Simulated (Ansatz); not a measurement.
GaN (wurtzite)

```
CELL_PARAMETERS angstrom
      3.21838     0.00000     0.00000
     -1.60919     2.78720     0.00000
      0.00000     0.00000     5.24320
ATOMIC_POSITIONS crystal
  Ga 0.66667 0.33333 0.00096
  Ga 0.33333 0.66667 0.50096
  N  0.66667 0.33333 0.62424
  N  0.33333 0.66667 0.12424
```

The slice is a (1 -1 0 0) plane (indices of the conventional cell) through the point (0.333, 0.667, 0.501) (fractional), spanned by u = [110] and v = [001] in vectors of this cell: u (3.22 Å) and v (5.24 Å, at 90° to u). It covers one period; positions are fractions (u, v).

Method: PBE (plane waves to 420 eV, PAW, scalar-relativistic; Ansatz, an electronic-structure program). k mesh 12×12×6. Inside the PAW spheres the values are not all-electron values, and peaks at nuclei hang on which shells count as valence. GaN was relaxed with its symmetry unable to fall.

**Question.** Around which element is the density of the highest valence band (whole band, smooth part) largest on this plane?

**Answer.** N. Mean over a disc round each atom, of radius 0.45 times the shortest bond: N 0.179, Ga 0.013 e/Å³.

**Question.** What is the ELF at the density minimum of the shortest Ga–N line in this plane (1.98 Å)?

**Answer.** 0.4.

**Question.** What is the valence density on the shortest Ga–N line in this plane (1.98 Å), at its minimum between the atoms?

**Answer.** 0.69 e/Å³.

**Question.** Sketch the electron localisation function (ELF) on this plane as a map.

**Answer.** 
```
|xxxxxx001122222233444444332222221100xxxx|
|xxxx0011112211222222222222221122111100xx|
|0000001122221111111111111111112222110000|
|1111112222111111000000000011111122221111|
|2222222222111100000000000000111122222222|
|5555444433332211000000000011223333444455|
|8888887766443311000000000011334466778888|
|9999999988664422110000001122446688999999|
|9999999988775533110000001133557788999999|
|xxxx8899998866442211111122446688999988xx|
|xxxxxx889988774422111111224477889988xxxx|
|xxxxxx889999774422111111224477999988xxxx|
|xxxxxx999999774422111111224477999999xxxx|
|xxxx8899998866332211111122336688999988xx|
|8888999999775533221122112233557799999988|
|8899999988664422222222222222446688999999|
|8888887766443322112222221122334466778888|
|6666665544332211111122111111223344556666|
|4433333322111111111111111111111122333333|
|1111111111111111111111111111111111111111|
|0000000000000011111111111111000000000000|
|0000000000001111222222222211110000000000|
|0000000000001122333333333322110000000000|
|0000000011112233444444444433221111000000|
|1111111111223344555555555544332211111111|
|1111111122334455666666666655443322111111|
|2222222222334466667777776666443322222222|
|1111222222224466777777777766442222222211|
|0000111122223355777777777755332222111100|
|xxxx0000112233556677777766553322110000xx|
|xxxxxx001122224455666666554422221100xxxx|
|xxxxxx001122223344555555443322221100xxxx|
```
Scale: ten equal steps from 0.04 (start of '0') to 0.85 (end of '9'), in the order '0123456789'. Values: electron localisation function (ELF). The map has 20 points along u (two characters each, u = 0 at the left) and 32 along v (v = 0 in the bottom row). Points within 0.4 Å of a nucleus are blanked (x), as the pseudised field means little there.
